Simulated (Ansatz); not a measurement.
LiHg:
```yaml
crystal:
  lattice:
    - [3.25935, 0.00000, 0.00000]
    - [0.00000, 3.25935, 0.00000]
    - [0.00000, 0.00000, 3.25935]
  atoms:
    - { symbol: Li, position: [0.00000, 0.00000, 0.00000] }
    - { symbol: Hg, position: [0.50000, 0.50000, 0.50000] }
```

Relaxed with PBEsol.

Problem. Give the Bader charges and basin volumes of the independent atoms, PBEsol (plane waves, PAW; program Ansatz).

Solution. 

```json
[
 {"atom": "Li1", "Bader charge (e)": "+0.85", "Bader volume (Å³)": "3.6"},
 {"atom": "Hg2", "Bader charge (e)": "-0.85", "Bader volume (Å³)": "31.0"}
]
```

Space group Pm-3m (CsCl type). The workflow started from an entry of the Crystallography Open Database (COD). Whether it is the stable phase at ambient conditions was not checked. Symmetry was held in the PBEsol relaxation; its stability against distortions is not shown here. Spin–orbit coupling is left out wherever it is not named.

Potentials: the later of the program's two PAW sets.
